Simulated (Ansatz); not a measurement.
Computed with DFT PBE, scalar-relativistic, plane waves, PAW (Ansatz 0.2.0). Settings: cutoff 420 eV, Γ-centred meshes spaced at most about 0.3 Å⁻¹, and about 0.25 Å⁻¹ or finer for metals (2π included), Gaussian smearing. No spin polarisation in the final relaxations.

Each of these unrelaxed guesses is relaxed in cell and atoms within its symmetry. A guess keeps its type if space group and coordination stay and the shape of the cell changes little (axis ratios within about 15 %, angles within 6°); the volume may change.

1. Ge2SbO

```cif
data_structure
_symmetry_space_group_name_H-M 'P6/mmm'
_symmetry_Int_Tables_number 191
_cell_length_a 3.5937
_cell_length_b 3.5937
_cell_length_c 7.3366
_cell_angle_alpha 90.000
_cell_angle_beta 90.000
_cell_angle_gamma 120.000
_cell_volume 82.06
loop_
_atom_site_label
_atom_site_type_symbol
_atom_site_symmetry_multiplicity
_atom_site_Wyckoff_symbol
_atom_site_fract_x
_atom_site_fract_y
_atom_site_fract_z
_atom_site_occupancy
Ge1 Ge 2 e 0.00000 0.00000 0.25235 1
Sb1 Sb 1 a 0.00000 0.00000 0.00000 1
O1 O 1 b 0.00000 0.00000 0.50000 1
```

2. Be4Se

```cif
data_structure
_symmetry_space_group_name_H-M 'Pm-3m'
_symmetry_Int_Tables_number 221
_cell_length_a 3.9797
_cell_length_b 3.9797
_cell_length_c 3.9797
_cell_angle_alpha 90.000
_cell_angle_beta 90.000
_cell_angle_gamma 90.000
_cell_volume 63.03
loop_
_atom_site_label
_atom_site_type_symbol
_atom_site_symmetry_multiplicity
_atom_site_Wyckoff_symbol
_atom_site_fract_x
_atom_site_fract_y
_atom_site_fract_z
_atom_site_occupancy
Be1 Be 1 a 0.00000 0.00000 0.00000 1
Be2 Be 3 d 0.50000 0.00000 0.00000 1
Se1 Se 1 b 0.50000 0.50000 0.50000 1
```

3. Zn2CdSeS2

```cif
data_structure
_symmetry_space_group_name_H-M 'P-4m2'
_symmetry_Int_Tables_number 115
_cell_length_a 4.3645
_cell_length_b 4.3645
_cell_length_c 7.2843
_cell_angle_alpha 90.000
_cell_angle_beta 90.000
_cell_angle_gamma 90.000
_cell_volume 138.76
loop_
_atom_site_label
_atom_site_type_symbol
_atom_site_symmetry_multiplicity
_atom_site_Wyckoff_symbol
_atom_site_fract_x
_atom_site_fract_y
_atom_site_fract_z
_atom_site_occupancy
Zn1 Zn 2 g 0.50000 0.00000 0.31821 1
Cd1 Cd 1 a 0.00000 0.00000 0.00000 1
Se1 Se 1 b 0.50000 0.50000 0.00000 1
S1 S 2 g 0.50000 0.00000 0.82913 1
```

4. TiB2N3 (collinear spin from parallel moments)

```cif
data_structure
_symmetry_space_group_name_H-M 'P4mm'
_symmetry_Int_Tables_number 99
_cell_length_a 4.0575
_cell_length_b 4.0575
_cell_length_c 3.6507
_cell_angle_alpha 90.000
_cell_angle_beta 90.000
_cell_angle_gamma 90.000
_cell_volume 60.10
loop_
_atom_site_label
_atom_site_type_symbol
_atom_site_symmetry_multiplicity
_atom_site_Wyckoff_symbol
_atom_site_fract_x
_atom_site_fract_y
_atom_site_fract_z
_atom_site_occupancy
Ti1 Ti 1 a 0.00000 0.00000 0.00831 1
B1 B 1 a 0.00000 0.00000 0.52200 1
B2 B 1 b 0.50000 0.50000 0.37407 1
N1 N 2 c 0.50000 0.00000 0.80892 1
N2 N 1 b 0.50000 0.50000 0.71891 1
```

5. InGa2As3

```cif
data_structure
_symmetry_space_group_name_H-M 'P3m1'
_symmetry_Int_Tables_number 156
_cell_length_a 3.9847
_cell_length_b 3.9847
_cell_length_c 9.7606
_cell_angle_alpha 90.000
_cell_angle_beta 90.000
_cell_angle_gamma 120.000
_cell_volume 134.22
loop_
_atom_site_label
_atom_site_type_symbol
_atom_site_symmetry_multiplicity
_atom_site_Wyckoff_symbol
_atom_site_fract_x
_atom_site_fract_y
_atom_site_fract_z
_atom_site_occupancy
In1 In 1 b 0.33333 0.66667 0.66667 1
Ga1 Ga 1 a 0.00000 0.00000 0.00000 1
Ga2 Ga 1 c 0.66667 0.33333 0.33333 1
As1 As 1 a 0.00000 0.00000 0.25000 1
As2 As 1 c 0.66667 0.33333 0.58333 1
As3 As 1 b 0.33333 0.66667 0.91667 1
```

**Question.** Which guesses survive the relaxation?

**Answer.** Guesses 2 and 5 keep their type.

| guess | kept | start group | end group | V start (Å³/atom) | V end | b/a and c/a, end over start | nearest neighbours start | nearest neighbours end |
| --- | --- | --- | --- | --- | --- | --- | --- | --- |
| 1 | no | P6/mmm | P6/mmm | 20.5 | 20.6 | 1.00, 1.57 | Ge 2, O 2, Sb 2 | Ge 1, O 2, Sb 8 |
| 2 | yes | Pm-3m | Pm-3m | 12.6 | 12.5 | 1.00, 1.00 | Be 2/6, Se 12 | Be 2/6, Se 12 |
| 3 | no | P-4m2 | P4/mmm | 23.1 | 23.6 | - | Cd 4, S 4, Se 4, Zn 9 | Cd 4, S 6, Se 4, Zn 2 |
| 4 | no | P4mm | P4mm | 10.0 | 8.4 | 1.00, 1.62 | B 1/2, N 1/6, Ti 2 | B 1/4, N 4/5, Ti 5 |
| 5 | yes | P3m1 | P3m1 | 22.4 | 25.7 | 1.00, 1.00 | As 4, Ga 4, In 4 | As 4, Ga 4, In 4 |

Neighbours count within 15 % of an atom's shortest distance; end groups are read at 0.02 Å (0.05 Å in metals).

These runs have no spin–orbit coupling, which can matter for Sb. In Ge2SbO P6/mmm an odd number of electrons in the primitive cell allows no gap without spin; a larger cell or a magnetic state could open one. Cells relaxed within their symmetry can be saddle points.

In counts of neighbours, a slash parts the counts of unlike sites.
